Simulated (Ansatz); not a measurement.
Contact densities of Li against volume

```
Li
1.0
    -1.75000    1.75000    1.75000
     1.75000   -1.75000    1.75000
     1.75000    1.75000   -1.75000
Li
1
Direct
  0.00000 0.00000 0.00000
```

The structure is an experimental refinement, used without relaxation.

Computed with DFT, LDA, all-electron PAW with datasets made for the crystal, scalar-relativistic in Ansatz 0.2.0.

Sampling and basis: a Γ-centred 13×13×13 k mesh, Fermi–Dirac smearing of 0.05 eV, cutoff 100 eV (chosen by the program for this cell), no spin polarisation.

The contact density is the mean electron density over the nuclear volume; its changes follow the s electrons' response to bonding and compression. Changes below are taken from the unscaled cell, where it is 91.6412 e/Å³ at Li.

| V/V(cell) | P (GPa) | Δρ(0) Li (e/Å³) |
| --- | --- | --- |
| 0.9400 | -0.8 | 0.03 |
| 0.9600 | -1.1 | 0.02 |
| 0.9800 | -1.3 | 0.01 |
| 0.9900 | -1.4 | 0.00 |
| 1.0000 | -1.5 | 0.00 |
| 1.0100 | -1.6 | 0.00 |
| 1.0200 | -1.7 | -0.01 |
| 1.0400 | -1.9 | -0.02 |
| 1.0600 | -2.0 | -0.03 |

The datasets are made afresh for each cell, so very small changes are uncertain.
